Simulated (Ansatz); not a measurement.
La2Al2Ge in space group Cmcm (No. 63; Pearson symbol oS20), PBE (plane waves, PAW; program Ansatz), all energies at zero smearing, with the estimated change up to a 700 eV cutoff added, with one set of potentials and settings (totals compare only within such a set). Cell of 10 atoms (4 La, 4 Al, 2 Ge): -35746.749 eV.

| element | reference phase | E (eV/atom) |
|---|---|---|
| La | P6_3/mmc, 4 atoms in the cell | -6250.0953 |
| Al | Fm-3m, 1 atoms in the cell | -537.5049 |
| Ge | Fd-3m, 2 atoms in the cell | -4294.9847 |

Formation energy per atom, worked out: (-35746.749 − 4×(-6250.0953) − 4×(-537.5049) − 2×(-4294.9847))/10 = -0.638 eV/atom (-62 kJ per mol of atoms), at 0 K, without zero-point energy or fitted corrections.

The workflow started from a Materials Project entry (that database holds measured and hypothetical structures alike); the Crystallography Open Database copy checked does not list it. Its standing as an ambient phase is unchecked. The PBE relaxation kept the symmetry of its start; whether a distortion lowers the energy is not shown. The references are the lowest solids computed at this level, not always the standard phases. Scalar-relativistic: spin–orbit coupling is off unless named, which matters more the heavier the elements.

Potentials: the later of the program's two PAW sets.
